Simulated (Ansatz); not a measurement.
A relaxation computed with Ansatz, from input to last step.

```yaml
crystal:
  lattice:
    - [3.9737446639, 0.0, 0.0]
    - [0.0, 3.9737446639, 0.0]
    - [0.0, 0.0, 4.6835643965]
  atoms:
    - { symbol: Pb, position: [0.0, 0.5, 0.2500406459] }
    - { symbol: Pb, position: [0.5, 0.0, 0.7499593541] }
    - { symbol: O, position: [0.0, 0.0, 0.0] }
    - { symbol: O, position: [0.5, 0.5, 0.0] }
basis:
  ecutwfc: 420
kpoints:
  mp_grid: { grid: [8, 8, 6] }
hamiltonian:
  xc: pbe
  dispersion: d3bj
scf:
  occupations: { method: gaussian, width: 0.02 }
output:
  forces: true
  stress: true
  eigenvalues: true
relax:
  adjacent_minimum: "off"
  f_tol: 0.01
  max_steps: 30
  cell: { stress_tol: 0.1, fix: [volume] }
```

```bash
ansatz run input.yaml --threads 1 --pin off --max-ram 2560MiB --backend cpu --events-out ev --progress --plain --runs-dir out
```

Method: DFT PBE+D3(BJ), scalar-relativistic, plane waves, PAW (Ansatz).

The volume is held at 0.91 times that of the relaxed cell.

Of 6 frames 5 are shown, positions in Å and forces in eV/Å; the SCF threshold varies from step to step. Steps run on the plane waves of an earlier cell, with a Pulay correction in the pressure. The basis is chosen afresh for the last frame, the zero of the energies, and at times for earlier ones too; energy and pressure step there, also at an unchanged geometry. The mark taken_back stands on steps that the optimiser undid.

```xyz
4
Lattice="3.9737 0.0000 0.0000 0.0000 3.9737 0.0000 0.0000 0.0000 4.6836" Properties=species:S:1:pos:R:3:forces:R:3 pbc="T T T" step=1 free_energy_over_end_meV_per_atom=3.70 pressure_GPa=4.79
Pb    0.0000    1.9869    1.1711    0.0000    0.0000    0.4098
Pb    1.9869    0.0000    3.5125    0.0000    0.0000   -0.4098
O     0.0000    0.0000    0.0000    0.0000    0.0000    0.0000
O     1.9869    1.9869    0.0000    0.0000    0.0000    0.0000
4
Lattice="3.9872 0.0000 0.0000 0.0000 3.9872 0.0000 0.0000 0.0000 4.6520" Properties=species:S:1:pos:R:3:forces:R:3 pbc="T T T" step=2 free_energy_over_end_meV_per_atom=4.26 pressure_GPa=1.73 taken_back
Pb    0.0000    1.9936    1.2187    0.0000    0.0000   -0.4958
Pb    1.9936    0.0000    3.4333    0.0000    0.0000    0.4958
O     0.0000    0.0000    0.0000    0.0000    0.0000    0.0000
O     1.9936    1.9936    0.0000    0.0000    0.0000    0.0000
4
Lattice="3.9872 0.0000 0.0000 0.0000 3.9872 0.0000 0.0000 0.0000 4.6521" Properties=species:S:1:pos:R:3:forces:R:3 pbc="T T T" step=3 free_energy_over_end_meV_per_atom=0.57 pressure_GPa=3.31
Pb    0.0000    1.9936    1.1882    0.0000    0.0000    0.0153
Pb    1.9936    0.0000    3.4640    0.0000    0.0000   -0.0153
O     0.0000    0.0000    0.0000    0.0000    0.0000    0.0000
O     1.9936    1.9936    0.0000    0.0000    0.0000    0.0000
4
Lattice="3.9987 0.0000 0.0000 0.0000 3.9987 0.0000 0.0000 0.0000 4.6254" Properties=species:S:1:pos:R:3:forces:R:3 pbc="T T T" step=4 free_energy_over_end_meV_per_atom=0.21 pressure_GPa=3.02
Pb    0.0000    1.9993    1.1853    0.0000    0.0000   -0.0176
Pb    1.9993    0.0000    3.4401    0.0000    0.0000    0.0176
O     0.0000    0.0000    0.0000    0.0000    0.0000    0.0000
O     1.9993    1.9993    0.0000    0.0000    0.0000    0.0000
4
Lattice="4.0087 0.0000 0.0000 0.0000 4.0087 0.0000 0.0000 0.0000 4.6022" Properties=species:S:1:pos:R:3:forces:R:3 pbc="T T T" step=6 free_energy_over_end_meV_per_atom=0.00 pressure_GPa=2.92
Pb    0.0000    2.0044    1.1800    0.0000    0.0000   -0.0003
Pb    2.0044    0.0000    3.4222    0.0000    0.0000    0.0003
O     0.0000    0.0000    0.0000    0.0000    0.0000    0.0000
O     2.0044    2.0044    0.0000    0.0000    0.0000    0.0000
```

The run took 35 s on 1 thread of Arm Neoverse V2, on a shared host, peak memory 0.38 GiB.

Spin–orbit coupling is left out, which can shift energies with elements as heavy as these.